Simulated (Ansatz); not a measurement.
Ansatz (a first-principles code) input:

Ansatz 0.2 input:
```yaml
crystal:
  lattice:
    - [1.8833300365, 1.0873411036, 5.6703240443]
    - [-1.8833300365, 1.0873411036, 5.6703240443]
    - [0.0, -2.1746822071, 5.6703240443]
  atoms:
    - { symbol: Cd, position: [0.0, 0.0, 0.0] }
    - { symbol: Cl, position: [0.7498832666, 0.7498832666, 0.7498832666] }
    - { symbol: Cl, position: [0.2501167334, 0.2501167334, 0.2501167334] }
kpoints:
  mp_grid: { grid: [9, 9, 9] }
basis: { xc_grid: 2 }
hamiltonian:
  xc: lda
  pseudopotentials: { kind: paw }
scf:
  occupations: { method: fixed }
checkpoint: { read: static.run }
output: { write_density: true, elf: true, volumetric_format: npy }
```

Output (shortened):

```
WARN checkpoint.read: basis.fft_grid_basis: the saved state records [[1, 0, -1], [0, 1, -1], [0, 0, 1]] …
Pseudopotential: Cd, paw, valence charge 20
Pseudopotential: Cl, paw, valence charge 7
Functional definition: SPW92
Crystal: 3 atoms, lattice volume = 69.671 Å³
Basis set: ecut = 420 eV, 1357 PW (Γ), FFT grids on a1−a3, a2−a3, a3, exchange–correlation on 54×54×90 points (8 copies of the dense FFT grid, shifted against one another)
Bands: 21, of which v1, the nominal top of the filled ones, is band 17 counted from 1 (16 counted from 0)
Symmetry: 12 space group operations
Space group: R-3m (ITA 166), of the structure as read, at distance tolerance 4.1e-5 Å
k-points: 85 of 729
Stability of the state it starts from, as read at its close in the unpolarized treatment …
iter 1 solved again at ethr=1.78e-7 eV; its pass at ethr=3.10e-3 eV (dr2=6.06e-5 eV) is discarded
SCF iter   1: F=—  HF=-10209.209151 eV  |F-HF|=—  |Δ(HF+E_count)|=         —  Δρ=8.43e-7  dr2=2.06e-10  ethr=1.78e-7  ⟨swp⟩=3.0  Hψ=11574  notcnv=0  defer=170
preconditioner: auto → none
SCF iter   2: F=-10209.209151 eV  HF=-10209.209151 eV  |F-HF|=1.29e-10  |Δ(HF+E_count)|=   8.85e-9  Δρ=4.61e-7  dr2=1.63e-10  ethr=1.00e-12  ⟨swp⟩=8.1  Hψ=9012  notcnv=0
SCF 1 converged in 2 iterations: F = -10209.209151 eV  dr2 = 1.63e-10
SCF converged after 2 iterations
Free energy (F): -10209.209151 eV
Harris-Foulkes:  -10209.209151 eV  (|F-HF|=1.29e-10)
Internal energy: -10209.209151 eV  (E = F + TS)
E sigma→0 (E₀):  -10209.209151 eV
Fermi energy:    4.583965 eV
--- Per-component energies (eV) ---
  E_band       = -548.755134
  E_kinetic    = 827.434784
  E_local      = -4877.795546  (includes V_loc(G=0)·N_el)
  E_nonlocal   = 103.320097
  E_hartree    = 2200.878278
  E_xc         = -386.589398
  E_vxc        = -463.293813  (∫ρ·V_xc dr)
  E_paw        = -5199.379481  (= ΣΔE_a)
  E_vpaw       = -540.176796  (= ΣTr[D̂ρ^β])
  E_aug_tail   = 0.000211  (compensation charges beyond the density's cutoff)
  E_ewald      = -2878.225648
  E_core_change = 1.147552  (= ΣΔE_core)
  E_smearing   =  0.000000  (= −TS)
  E_closure    =  0.000000  (closes the sum)
  Σ components = -10209.209151   (vs F -10209.209151, Δ=0.00e0)
  [band-id]    e_kinetic+e_local+e_nonlocal+2·e_hartree+e_vxc+e_vpaw+e_augmentation_tail = -548.754508   (vs E_band -548.755134, Δ=6.26e-4)
--- Band table (eV; the first three rows and the last of 85) ---
  k-point 0: bands = ["-95.4453", "-56.6090", "-56.6090", "-56.6080", "-9.5055", "-8.5910", "-2.1751", "-2.1751", "-2.0094", "-1.6546", "-1.6546", "1.2021", "3.8135", "3.8135", "4.3115", "4.3419", "4.3419", "7.9179", "10.3447", "13.3619", "13.3619"]
  k-point 1: bands = ["-95.4453", "-56.6093", "-56.6091", "-56.6079", "-9.4381", "-8.5988", "-2.1462", "-2.1290", "-1.9618", "-1.6699", "-1.6579", "1.2291", "3.3824", "3.7230", "3.9351", "4.3011", "4.3829", "8.4107", "10.7979", "12.7755", "13.5908"]
  k-point 2: bands = ["-95.4453", "-56.6099", "-56.6092", "-56.6079", "-9.2584", "-8.6196", "-2.0865", "-2.0341", "-1.8224", "-1.7072", "-1.6463", "1.2754", "2.6371", "3.2240", "3.4658", "4.2341", "4.2880", "9.2779", "11.4976", "12.4869", "14.0995"]
  k-point 84: bands = ["-95.4453", "-56.6093", "-56.6091", "-56.6079", "-9.2256", "-8.8608", "-2.1429", "-2.1401", "-1.8755", "-1.6704", "-1.6575", "1.7229", "3.0026", "3.5139", "3.5433", "4.2181", "4.4781", "9.3939", "10.9781", "13.3811", "13.9086"]
```

Cost: roughly 2.3 core-seconds on shared cores.

The first step of the workflow began from a Materials Project structure, measured or hypothetical; the Crystallography Open Database files this formula in space group No. 166, but the cells were not matched. Whether it is the stable phase at ambient conditions was not checked. The LDA relaxation kept the symmetry of its start; its stability against distortions is not shown here. A crystal of weakly bound layers computed without a dispersion correction: the cell and the soft elastic constants depend strongly on that. Scalar-relativistic: spin–orbit coupling is off unless named, which matters more the heavier the elements.

Potentials: the later of the program's two PAW sets.

Ansatz is a plane-wave DFT program.
